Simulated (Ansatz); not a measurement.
Space group Cmcm (No. 63). a = 4.501 Å, b = 9.432 Å, c = 4.314 Å, α = 90.00°, β = 90.00°, γ = 90.00°
```json
{"atom": "Li", "site": "4c", "symmetry": "m2m", "x": "0.0000", "y": "0.4127", "z": "0.2500"}
{"atom": "Li", "site": "4c", "symmetry": "m2m", "x": "0.5000", "y": "0.2606", "z": "0.2500"}
{"atom": "Ga", "site": "4c", "symmetry": "m2m", "x": "0.0000", "y": "0.0758", "z": "0.2500"}
```

Equation of state of this Li$_{2}$Ga structure (not necessarily the ground state), with shape and atoms relaxed at each volume where symmetry leaves them free. It has no gap at any of these volumes. Level of theory: DFT r2SCAN, scalar-relativistic, plane waves, PAW (Ansatz 0.2.0).

Cutoff 500 eV; k points 10×10×8 on the computed 6-atom cell (Γ-centred); Gaussian smearing, width 0.10 eV; no spin polarisation.

```csv
V (Å³/atom),E − E(largest V) (meV/atom),P (GPa)
14.344,1.05,2.41
14.802,-3.93,1.10
15.260,-5.44,-0.02
15.717,-3.99,-0.98
16.175,0.00,-1.80
```

**Question.** Fit a third-order Birch–Murnaghan equation to E(V).

**Answer.** V0 = 15.25 Å³/atom, B0 = 35 GPa, B0' = 4.2.

Cost: 5 runs of about 16 core-minutes in all, on Arm Neoverse V1 (shared hosts).